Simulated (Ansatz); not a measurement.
TlOs: eigenvalues along the path

```
CELL_PARAMETERS angstrom
1.53741 -0.88763 4.39152
0.00000 1.77525 4.39152
-1.53741 -0.88763 4.39152
ATOMIC_POSITIONS crystal
Os 0.00000 0.00000 0.00000
Tl 0.50000 0.50000 0.50000
```

Atom numbers follow the list: Os1, Tl2.

The cell was built from the L11 type and relaxed in the same program, and has space group R-3m; it needn't be a known or the stable phase.

Spin polarisation is left out, and whether a magnetic state lies lower isn't shown here.

No spin–orbit coupling, which matters for the heavy atoms here.

Computed with DFT, PBE, all-electron LAPW, scalar-relativistic in Ansatz 0.2.0.

Numerical set-up: a Γ-centred 12×12×12 k mesh, Fermi–Dirac smearing of 0.05 eV, basis error target 0.5 meV/atom, no spin polarisation.

Path points, in fractions of the reciprocal vectors: Γ (0.000, 0.000, 0.000), T (0.500, 0.500, 0.500), H2 (0.806, 0.194, 0.500), H0 (0.500, -0.194, 0.194), L (0.500, 0.000, 0.000), S0 (0.347, -0.347, 0.000), S2 (0.653, 0.000, 0.347), F (0.500, 0.000, 0.500). Levels in eV from the Fermi level; bands 33 to 49, counted from the lowest band of the run. The gap is zero.

```
# k(1/Å) point b33 b34 b35 b36 b37 b38 b39 b40 b41 b42 b43 b44 b45 b46 b47 b48 b49
0.000 Γ -12.74 -12.24 -12.24 -11.63 -11.62 -11.62 -4.06 -1.56 -1.56 -1.55 0.11 0.11 4.00 10.83 11.67 11.67 12.13
0.143 - -12.73 -12.23 -12.23 -11.61 -11.61 -11.53 -4.34 -1.79 -1.59 -1.59 0.07 0.07 4.60 10.97 11.86 11.86 12.26
0.286 - -12.71 -12.22 -12.22 -11.59 -11.59 -11.23 -5.11 -2.18 -1.66 -1.66 -0.05 -0.05 6.03 11.36 12.38 12.38 12.61
0.429 - -12.69 -12.21 -12.21 -11.56 -11.56 -10.75 -6.14 -2.47 -1.75 -1.75 -0.19 -0.19 7.80 11.93 12.98 13.12 13.12
0.572 - -12.67 -12.20 -12.20 -11.54 -11.54 -10.19 -7.11 -2.63 -1.83 -1.83 -0.29 -0.29 9.61 12.42 12.74 13.82 13.82
0.715 T -12.67 -12.20 -12.20 -11.53 -11.53 -9.88 -7.57 -2.69 -1.86 -1.86 -0.33 -0.33 11.18 11.39 12.83 14.14 14.14
0.966 - -12.55 -12.24 -12.09 -11.68 -11.56 -9.76 -7.16 -2.49 -2.03 -1.62 -0.39 -0.35 10.66 10.86 11.67 13.00 13.86
1.216 - -12.36 -12.33 -11.97 -11.78 -11.64 -9.27 -6.06 -2.44 -2.04 -0.94 -0.49 -0.40 7.50 8.20 12.38 13.12 13.39
1.466 - -12.46 -12.20 -12.14 -11.76 -11.52 -8.20 -4.62 -2.85 -1.70 -0.61 -0.48 0.34 4.42 5.61 11.14 13.03 13.05
1.716 - -12.47 -12.25 -12.00 -11.87 -11.49 -6.74 -3.33 -3.09 -1.97 -0.60 -0.19 1.80 2.22 3.47 9.08 11.01 12.21
1.966 H2 -12.35 -12.09 -12.05 -11.86 -11.68 -5.55 -3.08 -2.96 -2.63 -1.01 0.29 1.60 2.15 3.88 7.54 8.97 12.16
2.069 - -12.33 -12.07 -12.06 -11.86 -11.71 -5.47 -3.11 -2.91 -2.71 -1.20 0.44 1.44 2.30 4.30 6.95 9.16 11.61
2.172 - -12.31 -12.07 -12.04 -11.86 -11.73 -5.43 -3.05 -2.94 -2.72 -1.39 0.71 1.12 2.44 4.95 6.09 9.67 10.96
2.275 - -12.31 -12.07 -12.04 -11.86 -11.73 -5.43 -3.05 -2.94 -2.72 -1.39 0.71 1.12 2.44 4.95 6.09 9.67 10.96
2.378 - -12.33 -12.07 -12.06 -11.86 -11.71 -5.47 -3.11 -2.91 -2.71 -1.20 0.44 1.44 2.30 4.30 6.95 9.16 11.61
2.481 H0 -12.35 -12.09 -12.05 -11.86 -11.68 -5.55 -3.08 -2.96 -2.63 -1.01 0.29 1.60 2.15 3.88 7.54 8.97 12.16
2.639 - -12.21 -12.13 -12.01 -11.90 -11.73 -5.21 -3.63 -3.15 -2.57 -1.47 0.24 2.07 2.58 5.23 7.00 7.67 11.65
2.798 - -12.30 -12.18 -12.04 -11.68 -11.66 -5.07 -4.39 -3.66 -2.08 -2.00 0.27 2.23 4.14 6.02 6.41 7.39 10.95
2.956 - -12.57 -12.24 -11.87 -11.64 -11.41 -5.10 -4.99 -4.08 -2.48 -1.66 0.52 2.41 5.13 5.95 6.11 8.89 10.39
3.115 - -12.76 -12.27 -11.75 -11.61 -11.21 -5.59 -4.94 -4.37 -2.81 -1.41 0.96 2.53 4.18 5.86 8.05 10.02 10.51
3.273 L -12.83 -12.28 -11.70 -11.60 -11.13 -5.77 -4.92 -4.47 -2.93 -1.34 1.24 2.57 3.72 5.83 9.46 9.85 11.61
3.514 - -12.78 -12.22 -11.70 -11.68 -11.25 -7.52 -4.37 -3.58 -2.40 -1.20 0.88 1.66 3.99 7.32 8.18 9.68 11.58
3.755 - -12.66 -12.07 -11.88 -11.69 -11.53 -9.35 -3.98 -2.97 -1.89 -0.84 0.06 1.34 5.06 5.93 9.94 10.28 11.73
3.995 - -12.53 -12.16 -11.89 -11.86 -11.64 -10.68 -3.65 -2.66 -2.04 -0.77 -0.39 1.57 4.36 7.38 10.99 11.47 12.37
4.236 - -12.61 -12.26 -12.14 -11.69 -11.62 -11.42 -3.89 -2.13 -1.67 -1.35 -0.03 0.79 3.98 10.08 11.18 11.50 12.44
4.477 Γ -12.74 -12.24 -12.24 -11.63 -11.62 -11.62 -4.06 -1.56 -1.56 -1.55 0.11 0.11 4.00 10.83 11.67 11.67 12.13
4.760 - -12.57 -12.28 -12.10 -11.71 -11.63 -11.33 -3.76 -2.29 -1.73 -1.26 -0.06 1.05 3.84 9.88 10.45 11.86 12.53
5.044 - -12.37 -12.29 -11.92 -11.83 -11.66 -10.22 -3.12 -3.01 -2.25 -0.72 -0.28 2.67 3.51 7.06 8.58 11.50 12.48
5.328 - -12.38 -12.11 -12.05 -11.86 -11.53 -8.27 -3.57 -2.66 -2.32 -1.81 0.86 3.35 3.63 5.43 7.33 8.58 10.49
5.611 - -12.22 -12.16 -12.07 -11.87 -11.60 -5.91 -3.55 -3.53 -2.77 -1.50 1.16 2.37 2.85 6.15 7.02 7.70 8.78
5.895 S0 -12.31 -12.08 -12.04 -11.85 -11.74 -5.43 -3.03 -2.96 -2.72 -1.42 0.79 1.03 2.46 5.16 5.85 9.79 10.82
5.992 - -12.29 -12.08 -12.02 -11.88 -11.73 -5.38 -3.18 -2.94 -2.74 -1.36 0.54 1.40 2.39 4.92 6.34 9.20 11.16
6.089 - -12.28 -12.09 -12.00 -11.90 -11.73 -5.34 -3.31 -2.90 -2.77 -1.25 0.31 1.85 2.20 4.63 7.04 8.45 11.78
6.187 - -12.28 -12.09 -12.00 -11.90 -11.73 -5.34 -3.31 -2.90 -2.77 -1.25 0.31 1.85 2.20 4.63 7.04 8.45 11.78
6.284 - -12.29 -12.08 -12.02 -11.88 -11.73 -5.38 -3.18 -2.94 -2.74 -1.36 0.54 1.40 2.39 4.92 6.34 9.20 11.16
6.381 S2 -12.31 -12.08 -12.04 -11.85 -11.74 -5.43 -3.03 -2.96 -2.72 -1.42 0.79 1.03 2.46 5.16 5.85 9.79 10.82
6.506 - -12.44 -12.23 -12.01 -11.74 -11.66 -5.75 -2.84 -2.81 -2.53 -1.19 0.36 1.29 2.61 4.10 5.91 11.16 11.55
6.632 - -12.61 -12.37 -11.94 -11.75 -11.46 -6.02 -3.07 -2.96 -2.04 -0.92 0.16 1.77 3.03 3.11 6.02 10.96 12.15
6.757 - -12.78 -12.46 -11.88 -11.76 -11.29 -6.20 -3.35 -3.17 -1.47 -0.78 0.09 2.14 2.23 3.83 6.08 10.22 12.33
6.882 - -12.90 -12.51 -11.83 -11.77 -11.18 -6.31 -3.55 -3.35 -0.87 -0.74 0.01 1.55 2.30 4.74 6.01 9.74 12.32
7.007 F -12.94 -12.52 -11.82 -11.77 -11.14 -6.35 -3.62 -3.41 -0.72 -0.37 -0.26 1.27 2.35 5.24 5.87 9.58 12.29
```
